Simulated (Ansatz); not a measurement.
Te (trigonal-Te type, space group P3_121)

```yaml
crystal:
  lattice:
    - [4.52111, 0.00000, 0.00000]
    - [-2.26056, 3.91540, 0.00000]
    - [0.00000, 0.00000, 5.95492]
  atoms:
    - { symbol: Te, position: [0.26812, 0.00000, 0.33333] }
    - { symbol: Te, position: [0.00000, 0.26812, 0.66667] }
    - { symbol: Te, position: [0.73188, 0.73188, 0.00000] }
```

The slice is a (-1 1 0 2) plane (indices of the conventional cell) through the point (0.268, 0.000, 0.333) (fractional), spanned by u = [110] and v = [1 -1 1] in vectors of this cell: u (4.52 Å) and v (9.84 Å, at 90° to u). It covers one period; positions are fractions (u, v).

All values below come from PBE (plane waves to 420 eV, PAW, scalar-relativistic; Ansatz, a first-principles code). k mesh 9×9×6. Inside the PAW spheres the values are not all-electron values, and peaks at nuclei hang on which shells count as valence. Spin-orbit coupling is left out, though Te is heavy. Te was relaxed with its symmetry unable to fall. The PAW data are Ansatz's earlier set.

Problem. Sketch the valence electron density on this plane as a map.

Solution. 
```
|8877554422111122445577|
|5555443322222233334455|
|4433332222333344444444|
|2222222233444444443333|
|1111112233445555443322|
|1100001133444444443322|
|0000001122334444332211|
|1111001111222222221111|
|1111111111111111111111|
|2222221111000000001122|
|3333222211000000001122|
|3333332211000000001122|
|3333332222111111111122|
|2222222222222222221122|
|1122223333444433332211|
|1111223344555555332211|
|0011224455777766442211|
|0011224466888866442211|
|1111224455666655332211|
|2222223344444433332222|
|4433332222332222223344|
|6655443322111122334455|
|8877553322111122335577|
|9988664422111122445588|
```
Scale: ten equal steps from -1.80 (start of '0') to 1.28 (end of '9'), in the order '0123456789'. Values: log₁₀ of the valence density in e/Å³. The map has 11 points along u (two characters each, u = 0 at the left) and 24 along v (v = 0 in the bottom row). The scale is logarithmic, as a density can span decades between atoms and voids.
